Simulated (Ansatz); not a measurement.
BaS:
Space group Fm-3m (No. 225); a = b = c = 6.4252 Å, α = β = γ = 90.00°

```
atom  site  symmetry       x       y       z
----  ----  --------  ------  ------  ------
Ba      4a      m-3m  0.0000  0.0000  0.0000
S       4b      m-3m  0.5000  0.5000  0.5000
```
(The calculation used a cell of 2 atoms; values per cell refer to that cell.)

This is the r²SCAN-relaxed structure.

Q: All from DFT-r²SCAN in the program Ansatz with PAW potentials, unless another level is named. Estimate the hole effective mass, band 1 of 3 at the edge.

A: 2.8 along [100], 2.8 along [110], 0.84 along [111] (mₑ).

Q: Predict the electron effective mass with spin–orbit coupling.

A: 0.34, 0.34, 1.2 mₑ (principal values).

Q: Predict the smallest direct gap on the standard path.

A: 2.69 eV.

The cell was relaxed with r²SCAN under the symmetry of its start; phonons on a q-mesh show no instability. Spin–orbit coupling is left out wherever it is not named.

Potentials: the later of the program's two PAW sets.
